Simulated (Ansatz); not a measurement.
**Phonons of CrSBr**

The computed numbers are results of PBEsol, scalar-relativistic (collinear spin) in the plane-wave PAW code Ansatz at 420 eV, Gaussian smearing of 0.05 eV; PAW files: Ansatz's generated set soft_2.

```
CELL_PARAMETERS angstrom
3.48769 0.00000 0.00000
0.00000 4.66002 0.00000
0.00000 0.00000 8.38691
ATOMIC_POSITIONS crystal
Br 0.00000 0.00000 0.66714
Br 0.50000 0.50000 0.33286
Cr 0.50000 0.00000 0.87864
Cr 0.00000 0.50000 0.12136
S 0.50000 0.50000 0.93265
S 0.00000 0.00000 0.06735
```

The chain of runs began from a structure of the Materials Project database, expanded in volume; all values here are this work's own. Such entries can be computed or ordered models and not known phases.

Moments typed, the run going on from the state of an earlier one (μB, in the order of the atoms): 0.0, 0.0, 2.91, 2.91, 0.0, 0.0.

The spin moment ends at 6.00 μB for each cell as shown.

Force constants come from finite displacements in a 2×2×1 supercell (the unit cell's 10×8×4 k-mesh, folded to it); the long-range dipole term is not included. Points in reciprocal vectors of this cell: Γ = (0.000, 0.000, 0.000), X = (0.500, 0.000, 0.000), S = (0.500, 0.500, 0.000), Y = (0.000, 0.500, 0.000), Z = (0.000, 0.000, 0.500), U = (0.500, 0.000, 0.500), R = (0.500, 0.500, 0.500), T = (0.000, 0.500, 0.500).

The supercell isn't repeated along every axis, so wave vectors with a part along such an axis can't be had from it and are left out, and thermodynamic sums miss that dispersion.

Frequencies at the named points (cm⁻¹, imaginary ones negative):
| point | ω (cm⁻¹) |
| --- | --- |
| Γ | 0 0 0 55 81 88 117 167 185 192 217 253 306 312 316 334 353 363 |
| X | 55 55 120 120 140 140 150 150 206 206 250 250 307 307 324 324 332 332 |
| S | 55 55 130 130 135 135 200 200 216 216 261 261 290 290 325 325 350 350 |
| Y | 46 46 75 75 85 85 180 180 212 212 249 249 310 310 326 326 352 352 |

Is the structure dynamically stable along this path, and where does the spectrum end?

Marginal: the lowest branch dips to 6i cm⁻¹ between Y and Γ, which may be noise of the interpolation or a soft shear mode; this supercell can't settle it, and such modes are left out of the sums below. The highest frequency is 363 cm⁻¹, between Y and Γ. Points that don't fit the supercell are interpolated. The crystal has a gap, so without the dipole term Γ lacks its LO–TO splitting and the top of the spectrum may be off.

What does the harmonic approximation give for the vibrational free energy, entropy and heat capacity?

Zero-point energy 38.4 meV/atom.
```tsv
T (K)	F_vib (meV/atom)	S (J/K per mole of atoms)	C_V (J/K per mole of atoms)
100	34.1	10.2	13.1
200	17.1	22.0	20.3
300	-10.4	30.7	22.6
400	-45.9	37.4	23.6
500	-87.5	42.7	24.1
600	-134.1	47.1	24.3
700	-185.0	50.9	24.5
800	-239.5	54.2	24.6
900	-297.1	57.1	24.7
1000	-357.7	59.7	24.7
```

The highest mode, 363 cm⁻¹, is worth 520 K. At 300 K the heat capacity has reached 91 % of the classical limit 3R = 24.9 J/K per mole of atoms.

Run time: 33 min on 4 threads of Intel(R) Xeon(R) Processor @ 2.50GHz (Skylake/Cascade Lake) (shared host), peak memory 6.1 GiB.

Site moments are of spin, integrated over atomic spheres. The structure is built of weakly bound layers, and this functional has no dispersion term, so their spacing and all that hangs on it (volume, the soft elastic constants, low modes, dielectric constants) are poorly given. Only parallel moments were tried, so the real magnetic order may be another.
